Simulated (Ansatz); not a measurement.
Data sheet: GaSb (DFT)

GaSb:
```
CELL_PARAMETERS angstrom
      4.32891     0.00000     0.00000
     -2.16445     3.74894     0.00000
      0.00000     0.00000    14.20170
ATOMIC_POSITIONS crystal
  Ga 0.66667 0.33333 0.99976
  Sb 0.66667 0.33333 0.18774
  Ga 0.00000 0.00000 0.25048
  Sb 0.00000 0.00000 0.43702
  Ga 0.33333 0.66667 0.49976
  Sb 0.33333 0.66667 0.68774
  Ga 0.00000 0.00000 0.75048
  Sb 0.00000 0.00000 0.93702
```

Space group P6_3mc (No. 186); conventional cell a = 4.329 Å, b = 4.329 Å, c = 14.202 Å, α = 90.00°, β = 90.00°, γ = 120.00°.

Method: DFT-r²SCAN in the program Ansatz with PAW potentials. Geometry: relaxed at this level of theory. Other levels are named where they apply.

### Cell and energy

* **Volume per atom**: 28.81 Å³
* **Density**: 5.52 g/cm³
* **Formation energy from the elements (no fitted shifts)**: -0.23 eV/atom

### Electronic structure

Band gap: 0.42 eV (direct)
Valence-band maximum: at Γ
Conduction-band minimum: at Γ
Electron effective mass: 0.025 mₑ (isotropic)
Electron effective mass with spin–orbit coupling: 0.017, 0.017, 0.018 mₑ (principal values)
Hole effective mass, band 1 of 2 at the edge: 0.69 along x, 0.60 along z (mₑ)
Hole effective mass, band 2 of 2 at the edge: 0.023 along x, 0.60 along z (mₑ)
Hole effective mass with spin–orbit coupling: 0.022, 0.022, 0.57 mₑ (principal values)
HSE06 gap on the r²SCAN cell: 0.80 eV
Gap with spin–orbit coupling: 0.21 eV

### Mechanics

- Bulk modulus (Birch–Murnaghan fit) = 52.7 GPa
- Pressure derivative B′ = 4.9
- Elastic constants (relaxed ions, GPa) = C11 = 104, C12 = 33.2, C13 = 22.2, C33 = 117, C44 = 29.3
- Mechanical stability = stable (all eigenvalues of C positive)
- Hill bulk and shear moduli = 53.3 and 34.7 GPa
- Young's modulus = 85.6 GPa
- Poisson's ratio = 0.23
- Debye temperature from the elastic constants = 270 K
- Piezoelectric stress constants (proper, relaxed ions, C/m²) = e15 = e24 = 0.13, e31 = e32 = 0.12, e33 = -0.31

### Charges

Bader charges: Ga +0.38, Sb -0.38 e

The start of the workflow was typed in or built on a structure type; the Crystallography Open Database copy checked does not list it. It is not the phase usual at ambient conditions (space group No. 216). Symmetry was held in the r²SCAN relaxation; whether a distortion lowers the energy is not shown. Signs of piezoelectric constants follow the polarity of the cell as given. The references are the lowest solids computed at this level, not always the standard phases. Scalar-relativistic: spin–orbit coupling is off unless named, which matters more the heavier the elements.

Potentials: the earlier of the program's two PAW sets. The files were generated under PBE; for other functionals the program regenerates the frozen cores, and for LDA and PBEsol the local potential too.
